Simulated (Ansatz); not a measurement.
A geometry of SnO away from equilibrium: the start of the relaxation of a generated trial cell of SnO in the wurtzite structure type. Calculation: PBEsol (plane waves to 420 eV, PAW, scalar-relativistic; Ansatz, a first-principles code). Γ-centred k-mesh 7×7×4 on the run's cell (coarser than for final values), Fermi–Dirac smearing 0.05 eV.

```xyz
4
Lattice="3.6178 0.0000 0.0000 -1.8089 3.1331 0.0000 0.0000 0.0000 5.9252" Properties=species:S:1:pos:R:3 pbc="T T T"
Sn     1.8089     1.0444     0.0000
Sn     0.0000     2.0888     2.9626
O      1.8089     1.0444     3.7044
O      0.0000     2.0888     0.7418
```

Q: What forces act on the atoms (eV/Å)?

A: 
```json
[
 {"atom": "Sn1", "Fx": "0.00", "Fy": "0.00", "Fz": "-0.15"},
 {"atom": "Sn2", "Fx": "0.00", "Fy": "0.00", "Fz": "-0.15"},
 {"atom": "O3", "Fx": "0.00", "Fy": "0.00", "Fz": "0.15"},
 {"atom": "O4", "Fx": "0.00", "Fy": "0.00", "Fz": "0.15"}
]
```

Q: What is the pressure?

A: +15.6 GPa, compression positive.

Q: How far above the relaxed end point is this geometry?

A: 0.25 eV/atom; the path ends in P6₃mc (No. 186).

No spin polarisation in the result. Without a van der Waals term the distances between weakly bound units are poorly fixed.

The run could not lower the symmetry of its start; a shaken copy of this end point relaxes with PBEsol to P6₃mc (No. 186), 0.029 eV/atom lower.

The end of the path is a generated cell of SnO: the first start was made by placing the elements on the sites of a structure type, and the end was not matched to a known phase here, so it may be hypothetical. Known forms of SnO include space group No. 129.
